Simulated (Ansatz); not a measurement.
TiAu (CsCl type)

```yaml
crystal:
  lattice:
    - [3.21804, 0.00000, 0.00000]
    - [0.00000, 3.21804, 0.00000]
    - [0.00000, 0.00000, 3.21804]
  atoms:
    - { symbol: Ti, position: [0.50000, 0.50000, 0.50000] }
    - { symbol: Au, position: [0.00000, 0.00000, 0.00000] }
```

The slice is a {110} plane (indices of the conventional cell) through the point (0.500, 0.500, 0.500) (fractional), spanned by u = [100] and v = [011] in vectors of this cell: u (3.22 Å) and v (4.55 Å, at 90° to u). It covers one period; positions are fractions (u, v).

Method: PBEsol (plane waves to 420 eV, PAW, scalar-relativistic; Ansatz, a first-principles code). k mesh 14×14×14. These are valence fields of a PAW run, semicore shells included where kept as valence: close to a nucleus they are smooth pseudo fields. Spin-orbit coupling is left out, though Au is heavy. TiAu is run without spin polarisation. TiAu was relaxed with its symmetry unable to fall.

Three fields on this plane, each scaled to ten steps between its own extremes (0 low, 9 high; the total valence density on a logarithmic scale, the potential cut 8 eV below its top; x marks points blanked near nuclei; v = 0 in the bottom row):

Map A
```
|xxxxxx200002xxxxx|
|xxxxx41000014xxxx|
|xxxxx31111113xxxx|
|xxxx4222222224xxx|
|xx43333344333334x|
|22233456776543322|
|1123578xxxx875321|
|113479xxxxxx97431|
|12369xxxxxxxx9632|
|1247xxxxxxxxxx742|
|2358xxxxxxxxxx853|
|2359xxxxxxxxxx953|
|2358xxxxxxxxxx853|
|1247xxxxxxxxxx742|
|12369xxxxxxxx9632|
|113479xxxxxx97431|
|1123578xxxx875321|
|22233456776543322|
|xx43333344333334x|
|xxxx4222222224xxx|
|xxxxx31111113xxxx|
|xxxxx41000014xxxx|
|xxxxxx200002xxxxx|
|xxxxxx200002xxxxx|
```

Map B
```
|xxxxxx267762xxxxx|
|xxxxx03688630xxxx|
|xxxxx15788751xxxx|
|xxxx0367887630xxx|
|xx00356666665300x|
|22345443223445432|
|6665420xxxx024566|
|887510xxxxxx01578|
|99730xxxxxxxx0379|
|9961xxxxxxxxxx169|
|9960xxxxxxxxxx069|
|9950xxxxxxxxxx059|
|9960xxxxxxxxxx069|
|9961xxxxxxxxxx169|
|99730xxxxxxxx0379|
|887510xxxxxx01578|
|6665420xxxx024566|
|22345443223445432|
|xx00356666665300x|
|xxxx0367887630xxx|
|xxxxx15788751xxxx|
|xxxxx03688630xxxx|
|xxxxxx267762xxxxx|
|xxxxxx267762xxxxx|
```

Map C
```
|xxxxxx025520xxxxx|
|xxxxx10377301xxxx|
|xxxxx02688620xxxx|
|xxxx0258998520xxx|
|xx11369999996311x|
|00148998888998410|
|3468999xxxx999864|
|678999xxxxxx99987|
|67889xxxxxxxx9887|
|6678xxxxxxxxxx876|
|5669xxxxxxxxxx966|
|5569xxxxxxxxxx965|
|5669xxxxxxxxxx966|
|6678xxxxxxxxxx876|
|67889xxxxxxxx9887|
|678999xxxxxx99987|
|3468999xxxx999864|
|00148998888998410|
|xx11369999996311x|
|xxxx0258998520xxx|
|xxxxx02688620xxxx|
|xxxxx10377301xxxx|
|xxxxxx025520xxxxx|
|xxxxxx025520xxxxx|
```

**Question.** Assign the maps to these fields: electron localisation function (ELF); valence electron density; electrostatic potential energy of an electron, from the cell's mean.

**Answer.** A is the valence electron density; B is the electrostatic potential energy of an electron, from the cell's mean; C is the electron localisation function (ELF).
